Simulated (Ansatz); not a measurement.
## A trial form of InFeC4N4

The calculation used Ansatz 0.2.0, DFT PBE, scalar-relativistic, plane waves, PAW. Cutoff 420 eV, Gaussian smearing, Γ-centred meshes. Cell and atoms relax first on a coarse mesh and then on a finer one. In between, the cell is made exact in the group found at 0.06 Å. In metals the finer mesh still leaves noise of several meV/atom or more. The steps can't lower the symmetry of their start. Collinear spin, starting moments Fe 4.0 μB.

The cell of InFeC4N4 is invented: stacked square cyanide-bridged sheets (P4/mmm, No. 123). Lengths were set from tabulated atomic sizes, so they are only a guess.

```yaml
crystal:
  lattice:
    - [7.35532, 0.00000, 0.00000]
    - [0.00000, 7.35532, 0.00000]
    - [0.00000, 0.00000, 4.09983]
  atoms:
    - { symbol: In, position: [0.00000, 0.00000, 0.00000] }
    - { symbol: Fe, position: [0.50000, 0.50000, 0.00000] }
    - { symbol: C, position: [0.19237, 0.80763, 0.00000] }
    - { symbol: C, position: [0.80763, 0.19237, 0.00000] }
    - { symbol: C, position: [0.19237, 0.19237, 0.00000] }
    - { symbol: C, position: [0.80763, 0.80763, 0.00000] }
    - { symbol: N, position: [0.30485, 0.69515, 0.00000] }
    - { symbol: N, position: [0.69515, 0.30485, 0.00000] }
    - { symbol: N, position: [0.30485, 0.30485, 0.00000] }
    - { symbol: N, position: [0.69515, 0.69515, 0.00000] }
```

Energies over the elements count from the elements' standard structures at the same level (N₂ as a molecule), with no fitted energy shifts.

Question: Describe the relaxed structure.

Answer: The symmetry stays P4/mmm (No. 123). The volume per atom shrinks by 7.1 %, from 22.2 to 20.6 Å³. The shortest distance stays 1.17 Å (C–N). The ratio c/a of the conventional cell changes by a factor of 0.81. The energy falls by about 0.19 eV/atom (the start's value is from the coarse mesh). Conventional cell: a = 7.695 Å, c = 3.479 Å. In is surrounded by 4 C at 2.24 Å; Fe has 4 N at 2.04 Å; around C lie 1 N at 1.17 Å and 1 In at 2.24 Å; N is surrounded by 1 C at 1.17 Å and 1 Fe at 2.04 Å.

```
In Fe C N
1.0
     7.69519    0.00000    0.00000
     0.00000    7.69519    0.00000
     0.00000    0.00000    3.47917
In Fe C N
1 1 4 4
Direct
  0.00000 0.00000 0.00000
  0.50000 0.50000 0.00000
  0.20574 0.79426 0.00000
  0.79426 0.20574 0.00000
  0.20574 0.20574 0.00000
  0.79426 0.79426 0.00000
  0.31296 0.68704 0.00000
  0.68704 0.31296 0.00000
  0.31296 0.31296 0.00000
  0.68704 0.68704 0.00000
```

Question: Give its energy and gap.

Answer: The energy over the elements is +0.63 eV/atom, the gap on the 6×6×12 mesh of the 10-atom cell is 0 eV (a metal) and the net moment per atom is 0.38 μB. The moment by site is Fe 3.2 μB.

A positive value: parting into the elements would lower its energy.

The last run used collinear spin and Gaussian smearing of 0.10 eV. The reference form of C is held partly by dispersion forces, which this level lacks. The magnetic state reached may not be the lowest. A structure relaxed within its symmetry needn't be a true minimum. Site moments count only spheres around the atoms; the net moment includes the space between them.
